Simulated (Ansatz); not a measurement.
**GaIr: pressure against volume, fitted**

```
CELL_PARAMETERS angstrom
3.00400 0.00000 0.00000
0.00000 3.00400 0.00000
0.00000 0.00000 3.00400
ATOMIC_POSITIONS crystal
Ga 0.00000 0.00000 0.00000
Ir 0.50000 0.50000 0.50000
```

Atom numbers follow the list: Ga1, Ir2.

The cell is COD entry 1523837, as deposited and not checked against the literature; nothing was relaxed.

No spin–orbit coupling, which matters for the heavy atoms here.

All numbers below come from DFT, PBEsol, all-electron LAPW, scalar-relativistic (Ansatz 0.2.0).

Sampling and basis: a Γ-centred 12×12×12 k mesh, Fermi–Dirac smearing of 0.05 eV, basis error target 0.25 meV/atom, no spin polarisation.

The cell is scaled evenly. Fractional coordinates are held (clamped ions).

| V (Å³/atom) | P (GPa) |
| --- | --- |
| 12.741 | 22.90 |
| 13.012 | 15.87 |
| 13.283 | 9.61 |
| 13.419 | 6.75 |
| 13.554 | 4.04 |
| 13.690 | 1.49 |
| 13.825 | -0.92 |
| 14.096 | -5.33 |

**Question.** Fit a third-order Birch–Murnaghan curve to the pressures.

**Answer.** P = (3B0/2)(y^(7/2) − y^(5/2))[1 + (3/4)(B0′ − 4)(y − 1)] with y = (V0/V)^(2/3) fits within 0.01 GPa for V0 = 13.773 Å³/atom, B0 = 243.0 GPa and B0′ = 4.89.

**Question.** Predict the pressure at the withheld volume, 14.367 Å³/atom.

**Answer.** There y = 0.9722, so the fit gives -9.26 GPa; the run gave -9.25 GPa.
